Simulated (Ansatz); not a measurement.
MgO:
```xyz
4
Lattice="3.2903 0.0000 0.0000 -1.6451 2.8495 0.0000 0.0000 0.0000 5.0378" Properties=species:S:1:pos:R:3 pbc="T T T"
Mg     0.0000     1.8996     0.0249
Mg     1.6451     0.9498     2.5438
O      0.0000     1.8996     2.0134
O      1.6451     0.9498     4.5323
```

Tensor components refer to the Cartesian frame of this cell.

### Question
Give the proper piezoelectric stress tensor with relaxed ions from plane-wave PAW r²SCAN (Ansatz code).

### Answer
In C/m², rows x, y, z, Voigt columns; mesh uncertainty up to 0.00.
```
 0.00   0.00   0.00   0.00  -0.37   0.00
 0.00   0.00   0.00  -0.37   0.00   0.00
-0.71  -0.71   1.93   0.00   0.00   0.00
```

The elastic tensor of the same run (GPa):

|  | 1 | 2 | 3 | 4 | 5 | 6 |
|---|---|---|---|---|---|---|
| 1 | 203 | 104 | 98.7 | 0.0 | 0.0 | 0.0 |
| 2 | 104 | 203 | 98.7 | 0.0 | 0.0 | 0.0 |
| 3 | 98.7 | 98.7 | 123 | 0.0 | 0.0 | 0.0 |
| 4 | 0.0 | 0.0 | 0.0 | 64.7 | 0.0 | 0.0 |
| 5 | 0.0 | 0.0 | 0.0 | 0.0 | 64.7 | 0.0 |
| 6 | 0.0 | 0.0 | 0.0 | 0.0 | 0.0 | 49.7 |

### Question
Convert to strain constants d = e·S.

### Answer
In pC/N:
```
  0.0    0.0    0.0    0.0   -5.8    0.0
  0.0    0.0    0.0   -5.8    0.0    0.0
-15.2  -15.2   40.3    0.0    0.0    0.0
```

Space group P6_3mc (wurtzite). The workflow started from a Materials Project entry (that database holds measured and hypothetical structures alike); the Crystallography Open Database copy checked does not list it. It is not the phase usual at ambient conditions (space group No. 225). The r²SCAN relaxation kept the symmetry of its start; whether a distortion lowers the energy is not shown. Signs of piezoelectric constants follow the polarity of the cell as given.

Potentials: the earlier of the program's two PAW sets.
